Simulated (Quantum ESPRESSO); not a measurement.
Simulation results for Al₂InGaP₄ (made-up cell)

Computed with Quantum ESPRESSO 7.5. Calculation on a made-up crystal cell, not a measurement, rerun at a higher cutoff and a denser mesh: periodic Kohn-Sham density functional theory in plane waves with PseudoDojo standard norm-conserving scalar-relativistic pseudopotentials, each functional with its own files (v0.5 for PBE, v0.4.1 for LDA and PBEsol), no spin polarisation, no spin-orbit coupling, atoms not relaxed, stress positive in tension, energies less a fixed whole-eV offset for each atom's element; levels are Kohn-Sham levels at fractions of this cell's reciprocal vectors, counted from the reference band (half the neutral cell's valence electrons, rounded up) at Gamma; error bars give the change to or from the runs named with them, not the error of the files; each bar is the largest change over components, and at least 0.002 eV, 0.002 eV per angstrom or 0.02 GPa; energies are for the whole cell, and the offsets were chosen from early runs and are not element reference energies.

### Al₂InGaP₄ (made-up cell)

```
Al2InGaP4
1.0
      5.5881    -0.0140    -0.0436
     -0.0140     5.6791    -0.0985
     -0.0427    -0.0964     5.6916
Al Ga In P
2 1 1 4
Direct
  -0.00415 -0.00432 0.00156
  0.00513 0.49859 0.50050
  0.49527 -0.00194 0.49756
  0.49862 0.50537 -0.00151
  0.25153 0.24528 0.24714
  0.24301 0.74914 0.75117
  0.74727 0.24676 0.74796
  0.75077 0.74609 0.25113
```

- lattice type: zincblende/diamond
- functional: pbe
- cutoff: 1377 eV
- fermi dirac smearing: 0.025 eV
- scf tolerance: 1e-07 eV
- electrons removed: 0
- k mesh: 6 x 6 x 6, shifted by half a step
- free energy less offsets: -0.391 eV
- scf iterations: 10
- smearing term minus ts: 0 eV
- pressure: -0.5055 GPa
- stress xx: -0.1373 GPa
- stress yy: 0.7734 GPa
- stress zz: 0.8803 GPa
- stress yz: -2.641 GPa
- stress xz: -1.726 GPa
- stress xy: -0.5561 GPa
- error bar energy: 0.005975 eV
- error bar stress: 0.02 GPa
- error bar force: 0.002 eV/Å
- error bars from: change from the looser run of this cell

Atoms:
```
atoms element  atom site  atom energy offset (eV)
           Al          1                      -64
           Al          2                      -64
           Ga          3                    -2080
           In          4                    -1808
            P          5                     -189
            P          6                     -189
            P          7                     -189
            P          8                     -189
```

Forces:
```
site  x (eV/Å)  y (eV/Å)  z (eV/Å)
   1   -0.2423    0.1208  -0.07612
   2   -0.4267   -0.3641   -0.1437
   3   0.01137  -0.08974   0.05359
   4   -0.4276   -0.6284   -0.2119
   5   -0.7393   -0.4487    0.7117
   6   -0.4954    0.9399   -0.7795
   7      1.09   -0.6306   -0.6802
   8      1.23     1.101     1.126
```
